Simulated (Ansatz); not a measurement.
ZrO2 (fluorite)

```
ZrO2
1.0
    0.00000     2.54467     2.54467
    2.54467     0.00000     2.54467
    2.54467     2.54467     0.00000
Zr O
1 2
Direct
  0.00000   0.00000   0.00000
  0.25000   0.25000   0.25000
  0.75000   0.75000   0.75000
```

The relaxed cell is deformed in two ways at once: its volume V is scaled, and at that volume it is stretched along z (the c axis of the conventional cell) so that c/a changes. Fractional atomic positions are held.

All values below come from r2SCAN (plane waves to 500 eV, PAW, scalar-relativistic; Ansatz, a quantum-chemistry and plane-wave program). k mesh 11×11×11 (Γ-centred), Fermi-Dirac smearing 0.05 eV. Energies are smeared free energies. This is a high-temperature form of ZrO2. ZrO2 is run without spin polarisation. ZrO2 was relaxed with its symmetry unable to fall. ΔE is measured from the relaxed starting cell.

```
ΔE (kJ/mol of atoms)  V/V₀ = 0.920  V/V₀ = 0.947  V/V₀ = 0.973  V/V₀ = 1.000  V/V₀ = 1.027  V/V₀ = 1.053  V/V₀ = 1.080
--------------------  ------------  ------------  ------------  ------------  ------------  ------------  ------------
(c/a)/(c/a)₀ = 0.960          8.01          4.37             …          1.69          2.25             …          6.41
(c/a)/(c/a)₀ = 0.973          7.04          3.41          1.38          0.74          1.31          2.94          5.49
(c/a)/(c/a)₀ = 0.987          6.46             …          0.82          0.18          0.76          2.39             …
(c/a)/(c/a)₀ = 1.000          6.28          2.66          0.63          0.00          0.58          2.21          4.76
(c/a)/(c/a)₀ = 1.013          6.46             …          0.81          0.18          0.75          2.39             …
(c/a)/(c/a)₀ = 1.027          7.00          3.37          1.34          0.71          1.28          2.91          5.45
(c/a)/(c/a)₀ = 1.040          7.88          4.25          2.21          1.57          2.14          3.76          6.30
```

**Question.** Complete the blanks.

**Answer.** 
- (c/a)/(c/a)₀ = 0.960, V/V₀ = 0.973: 2.34
- (c/a)/(c/a)₀ = 0.960, V/V₀ = 1.053: 3.87
- (c/a)/(c/a)₀ = 0.987, V/V₀ = 0.947: 2.84
- (c/a)/(c/a)₀ = 0.987, V/V₀ = 1.080: 4.94
- (c/a)/(c/a)₀ = 1.013, V/V₀ = 0.947: 2.84
- (c/a)/(c/a)₀ = 1.013, V/V₀ = 1.080: 4.94

(A scan under strain: stresses follow from slopes of the energy per volume, elastic moduli from its curvatures.)
